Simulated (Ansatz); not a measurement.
# Stress against strain in Pb

```xyz
2
Lattice="3.4800 0.0000 0.0000 -1.7400 3.0138 0.0000 0.0000 0.0000 5.5900" Properties=species:S:1:pos:R:3 pbc="T T T"
Pb    0.0000    2.0092    1.3975
Pb    1.7400    1.0046    4.1925
```

Atoms are numbered in the order listed.

The cell is COD entry 1537623, as deposited and not checked against the literature; nothing was relaxed.

Spin–orbit coupling is left out, though it moves levels of the heavy atoms by tenths of an eV or more.

The calculation used Ansatz 0.2.0, DFT, PBEsol, all-electron LAPW, scalar-relativistic.

The runs use a Γ-centred 14×14×8 k mesh, Fermi–Dirac smearing of 0.08 eV, basis error target 0.5 meV/atom, no spin polarisation.

The strain is applied along the Cartesian axes of the cell as listed (the other components stay zero). Fractional coordinates are held (clamped ions).

σ is the change of stress from the unstrained cell, which is at 1.00 GPa; tension is positive, so slopes are stress–strain coefficients at that pressure. In a metal the k mesh adds noise.

Only quantities that a quadratic follows smoothly over the whole series are listed; rougher ones are left out.

| εzz | σzz (GPa) | σxx (GPa) |
| --- | --- | --- |
| -0.0200 | -1.98 | -0.83 |
| -0.0100 | -0.96 | -0.40 |
| 0.0000 | 0.00 | 0.00 |
| 0.0200 | 1.76 | 0.70 |

Q: Fit the series and read off the stiffness at zero strain.

A: Least-squares fits y = p0 + p1 x + p2 x² to the rows give σzz (GPa): p1 = 93.5, p2 = -280; σxx (GPa): p1 = 38.3, p2 = -160. So C33 = 93 GPa and C13 = 38 GPa, for these axes.

Q: One run, at εzz = 0.0100, is withheld. Predict its row.

A: The fits give 0.91, 0.37; the run gave 0.91, 0.37.
